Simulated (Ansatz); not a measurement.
**¹⁷O NMR of the central transition in TiO₂**

Cell: a structure deposited in the COD whose atoms were relaxed with PBE, the cell held.

Space group I4_1/amd:1 (No. 141); a = 3.7842, c = 9.5146 Å.

```csv
site,Wyckoff,site symmetry,x,y,z
Ti,4a,-4m2,0.0000,0.0000,0.0000
O,8e,2mm.,0.0000,0.0000,0.2088
```

One atom of each set is listed; the run and its k-mesh use a cell of 6 atoms with edges of 5.46, 5.46, 5.46 Å.

All values are calculated (Ansatz; DFT, PBE, plane waves and PAW, scalar-relativistic, 420 eV cutoff, Γ-centred 11×11×11 k-points, Fermi–Dirac smearing 0.02 eV), not measured.

¹⁷O has I = 5/2 and Q = -25.58 mb (Pyykkö 2018); at 16.4 T its Larmor frequency is ν₀ = 94.7 MHz. Only the quadrupole interaction is simulated: positions count from each site's isotropic chemical shift, and J coupling is left out, as are shift anisotropy and dipolar coupling, which fast spinning averages.

**Question.** Give C_Q, η, the quadrupolar product P_Q = |C_Q|(1 + η²/3)^½, the second-order isotropic shift and the breadth of the pattern (fast magic-angle spinning) for each O site.

**Answer.** 

```
site          first shell  C_Q (MHz)     η  P_Q (MHz)  δ_QIS (ppm)  breadth (kHz)
   O  3 Ti at 1.93–1.99 Å      -1.15  0.50       1.19       -0.952          0.209
```

δ_QIS = −(ν_Q²/30ν₀²)[I(I+1) − 3/4](1 + η²/3) × 10⁶ ppm with ν_Q = 3|C_Q|/[2I(2I−1)]; it falls as 1/B₀² in ppm, and the breadth as 1/B₀ in kHz.

At this cell the principal stresses reach 5 GPa in size with PBE, which can matter for small gradients.

The relaxation (3 steps) took 46 s of wall time (47 s of CPU time) and 0.54 GiB at its peak, on 1 thread of Arm Neoverse V1 (aarch64; 8 cores open to the job, memory cap 3.0 GiB, no GPU), a shared host with a load of 0.6 a core.
